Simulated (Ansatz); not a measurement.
**ScPd: electron density at the nuclei under pressure**

```yaml
crystal:
  lattice:
    - [3.28300, 0.00000, 0.00000]
    - [0.00000, 3.28300, 0.00000]
    - [0.00000, 0.00000, 3.28300]
  atoms:
    - { symbol: Sc, position: [0.50000, 0.50000, 0.50000] }
    - { symbol: Pd, position: [0.00000, 0.00000, 0.00000] }
```

Atom numbers follow the list: Sc1, Pd2.

The cell is COD entry 1523179, as deposited and not checked against the literature; nothing was relaxed.

Spin polarisation is left out, and whether a magnetic state lies lower isn't shown here.

The calculation used DFT, PBEsol, all-electron PAW with datasets made for the crystal, scalar-relativistic in Ansatz 0.2.0.

The runs use a Γ-centred 12×12×12 k mesh, Fermi–Dirac smearing of 0.05 eV, cutoff 260 eV (chosen by the program for this cell), no spin polarisation.

The contact density is the mean electron density over the nuclear volume; its changes follow the s electrons' response to bonding and compression. Changes below are taken from the unscaled cell, where it is 48477.2 e/Å³ at Sc1, 864388 e/Å³ at Pd2.

| V/V(cell) | P (GPa) | Δρ(0) Sc1 (e/Å³) | Δρ(0) Pd2 (e/Å³) |
| --- | --- | --- | --- |
| 0.9400 | 6.6 | 0.54 | ? |
| 0.9600 | 3.5 | 0.36 | 4.67 |
| 0.9800 | 0.8 | 0.18 | 2.30 |
| 0.9900 | -0.5 | 0.09 | 1.14 |
| 1.0000 | -1.7 | 0.00 | 0.00 |
| 1.0100 | -2.8 | -0.09 | -1.12 |
| 1.0200 | -3.9 | -0.18 | -2.28 |
| 1.0400 | -5.9 | -0.34 | ? |
| 1.0600 | -7.6 | ? | -6.49 |

Problem. What belongs in the row "1.0600", column "Δρ(0) Sc1 (e/Å³)"?

Solution. -0.50.

Problem. Fill in "Δρ(0) Pd2 (e/Å³)" for the row "1.0400".

Solution. -4.42.

Problem. Fill in "Δρ(0) Pd2 (e/Å³)" for the row "0.9400".

Solution. 7.13.

The datasets are made afresh for each cell, so very small changes are uncertain.
